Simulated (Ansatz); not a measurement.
The relaxed structure here is a generated cell of Si2W: the first start was made by placing the elements on the sites of a structure type, and the end was not matched to a known phase here, so it may be hypothetical. Known forms of Si2W include space group No. 139.

A relaxed cell of Si₂W (P4₂/mnm (No. 136)), relaxed on a k-mesh at least as fine as the one used below. These are PBE (plane waves to 420 eV, PAW, scalar-relativistic; Ansatz, a quantum-chemistry and plane-wave program) values and carry that method's errors. Γ-centred k-mesh 5×5×12 on the run's cell (coarser than for final values), Fermi–Dirac smearing 0.05 eV.

```yaml
crystal:
  lattice:
    - [6.54895, 0.00000, 0.00000]
    - [0.00000, 6.54895, 0.00000]
    - [0.00000, 0.00000, 2.72974]
  atoms:
    - { symbol: W, position: [0.50000, 0.50000, 0.50000] }
    - { symbol: W, position: [0.00000, 0.00000, 0.00000] }
    - { symbol: Si, position: [0.77070, 0.77070, 0.50000] }
    - { symbol: Si, position: [0.27070, 0.72930, 0.00000] }
    - { symbol: Si, position: [0.72930, 0.27070, 0.00000] }
    - { symbol: Si, position: [0.22930, 0.22930, 0.50000] }
```

The atoms are displaced along an unstable phonon of this cell by (Å):

```json
[
 {"atom": "W1", "ux": "0.000", "uy": "0.000", "uz": "0.077"},
 {"atom": "W2", "ux": "0.000", "uy": "0.000", "uz": "-0.077"},
 {"atom": "Si3", "ux": "0.000", "uy": "0.000", "uz": "-0.150"},
 {"atom": "Si4", "ux": "0.000", "uy": "0.000", "uz": "0.150"},
 {"atom": "Si5", "ux": "0.000", "uy": "0.000", "uz": "0.150"},
 {"atom": "Si6", "ux": "0.000", "uy": "0.000", "uz": "-0.150"}
]
```

What forces (eV/Å) and pressure result?


```
atom     Fx     Fy     Fz
----  -----  -----  -----
W1     0.00   0.00   0.22
W2     0.00   0.00  -0.22
Si3   -0.15  -0.15  -0.05
Si4   -0.15   0.15   0.05
Si5    0.15  -0.15   0.05
Si6    0.15   0.15  -0.05
```

Pressure -0.5 GPa.

The undisplaced cell is probably no minimum: from this displacement the run went on to P4/nmm (No. 129), 0.10 eV/atom below it.

No spin polarisation in the result.
